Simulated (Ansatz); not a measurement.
A relaxed cell of Fe2Pt3 is given with its symmetry left out. The cell was found from a structure generator's guess, not taken from experiment.

All numbers below come from DFT PBE, scalar-relativistic, plane waves, PAW (Ansatz). Cutoff 420 eV, Γ-centred mesh, Gaussian smearing, collinear spin.

```
Fe Pt
1.0
     2.72963    0.00000    0.00000
    -1.36482    2.36393    0.00000
     0.00000    0.00000   22.49282
Fe Pt
4 6
Direct
  0.33333 0.66667 0.50000
  0.66667 0.33333 0.00000
  0.66667 0.33333 0.40870
  0.66667 0.33333 0.59130
  0.33333 0.66667 0.68544
  0.33333 0.66667 0.90567
  0.33333 0.66667 0.09433
  0.33333 0.66667 0.31456
  0.66667 0.33333 0.79549
  0.66667 0.33333 0.20451
```

Energies over the elements count from the elements' standard structures at the same level, with no fitted energy shifts.

Question: Find its symmetry and describe it.

Answer: P-6m2 (No. 187), with Fe and Pt ordered on hcp sites. Conventional cell: a = 2.730 Å, c = 22.493 Å. Around Fe on a site of symmetry -6m2 lie 12 Fe at 2.59–2.73 Å; Fe on a second site of symmetry -6m2 has 6 Pt at 2.64 Å and 6 Fe at 2.73 Å; around Fe on a site of symmetry 3m lie 9 Fe at 2.59–2.73 Å and 3 Pt at 2.64 Å; around Pt on its first site lie 3 Fe at 2.64 Å, 6 Pt at 2.73 Å and 3 Pt at 2.93 Å; 2 more sites not described.

Question: How far does it lie from the elements in energy?

Answer: −0.03 eV/atom. The formation energy is too near zero to say whether this cell lies below the elements.

Question: Is it a metal?

Answer: Yes, bands cross the Fermi level on the 18×18×2 mesh.

Question: Which magnetic moments does it keep?

Answer: 1.28 μB per atom net, the space between the atoms included; by site: Fe 2.8, 3.0, 2.9 (×2); Pt 0.3 (×4), 0.1 (×2) μB.

The last run used collinear spin, an 18×18×2 mesh (in the run's order of axes) for its 10-atom cell and Gaussian smearing of 0.10 eV. For metals, differences of a few meV/atom aren't resolved. These runs have no spin–orbit coupling, which can matter for Pt. The magnetic state reached may not be the lowest. A structure relaxed within its symmetry needn't be a true minimum.
